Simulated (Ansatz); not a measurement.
Au (fcc, Cu type)

```xyz
1
Lattice="0.0000 2.0620 2.0620 2.0620 0.0000 2.0620 2.0620 2.0620 0.0000" Properties=species:S:1:pos:R:3 pbc="T T T"
Au     0.0000     0.0000     0.0000
```

The relaxed cell is deformed in two ways at once: its volume V is scaled, and at that volume it is stretched along z (the c axis of the conventional cell) so that c/a changes. Fractional atomic positions are held.

Computed with r2SCAN (plane waves to 500 eV, PAW, scalar-relativistic; Ansatz, an electronic-structure program). k mesh 19×19×19 (Γ-centred), Fermi-Dirac smearing 0.05 eV. The energy includes the smearing's −TS. With partly filled bands, the response to shear is sensitive to the k mesh, so small differences along c/a are uncertain. Au was relaxed with its symmetry unable to fall. Spin-orbit coupling is left out, though Au is heavy. The PAW data are Ansatz's earlier set. The last digit holds for this mesh only.

Changes of ΔE (eV/atom) from the point V/V₀ = 1.000, (c/a)/(c/a)₀ = 1.000 when one coordinate moves alone (two changes are said to add if the coupling is within 5 % of the smaller one, nearly so within 20 %):

```json
[
 {"point": "V/V₀ = 1.000, (c/a)/(c/a)₀ = 0.880", "change": "0.0041"},
 {"point": "V/V₀ = 1.000, (c/a)/(c/a)₀ = 0.940", "change": "-0.0003"},
 {"point": "V/V₀ = 0.920, (c/a)/(c/a)₀ = 1.000", "change": "0.0644"},
 {"point": "V/V₀ = 0.960, (c/a)/(c/a)₀ = 1.000", "change": "0.0146"},
 {"point": "V/V₀ = 1.040, (c/a)/(c/a)₀ = 1.000", "change": "0.0122"},
 {"point": "V/V₀ = 1.080, (c/a)/(c/a)₀ = 1.000", "change": "0.0447"},
 {"point": "V/V₀ = 1.000, (c/a)/(c/a)₀ = 1.060", "change": "0.0028"},
 {"point": "V/V₀ = 1.000, (c/a)/(c/a)₀ = 1.120", "change": "0.0147"}
]
```

### Question
What is the change at V/V₀ = 0.920, (c/a)/(c/a)₀ = 1.120, where both move, and how far is it from the sum?

### Answer
The sum of the single changes is 0.0644 + (0.0147) = 0.0791; the calculation gives 0.0887, so the coupling contributes 0.0096 (over 20 % of the smaller single change, not additive).

(Under strain, the slope of the energy per volume gives the stress and its curvature an elastic modulus.)
